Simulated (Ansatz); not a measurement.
TaTe:
```
CELL_PARAMETERS angstrom
      3.40456     0.00000     0.00000
      0.00000     3.40456     0.00000
      0.00000     0.00000     3.40456
ATOMIC_POSITIONS crystal
  Ta 0.00000 0.00000 0.00000
  Te 0.50000 0.50000 0.50000
```

Relaxed with r²SCAN.

Problem. Map the electron localisation function on the plane through (0.000, 0.000, 0.000) spanned by u = [1, 0, 0] and v = [0, 1, 1] in lattice vectors, from DFT-r²SCAN in the program Ansatz with PAW potentials.

Solution. x is the fraction of u, y of v (the angle between them is 90°; rows are the nearest grid lines); atoms in the plane: Ta at (0.00, 0.00), Te at (0.50, 0.50).
```
|017984346643489710|
|148973245542379841|
|789852245542258987|
|998621245542126899|
|764212355553212467|
|221124566665421122|
|111356777777653111|
|123577766667775321|
|224677654456776422|
|225665432234566522|
|124654210012456421|
|124553100001355421|
|124553100001355421|
|124654210012456421|
|225665432234566522|
|224677654456776422|
|123577766667775321|
|111356777777653111|
|221124566665421122|
|764212355553212467|
|998621245542126899|
|789852245542258987|
|148973245542379841|
|017984346643489710|
```
Scale: ten equal steps from 0.018 (start of '0') to 0.788 (end of '9'), in the order '0123456789'; x runs from 0.000 to 1.00, y from 0.000 (bottom) to 1.00 (top).

The density is the valence pseudo-density with augmentation charge, so density and ELF within about 1 Å of a nucleus are not all-electron values.

Space group Pm-3m (CsCl type). The start of the workflow was typed in or built on a structure type; neither database checked (COD, Materials Project) lists it. Whether it is the stable phase at ambient conditions was not checked. Symmetry was held in the r²SCAN relaxation; whether a distortion lowers the energy is not shown. No spin polarisation was allowed. Its formation energy is positive at this level, so the cell may be metastable or incomplete. Scalar-relativistic: spin–orbit coupling is off unless named, which matters more the heavier the elements.

Potentials: the earlier of the program's two PAW sets.
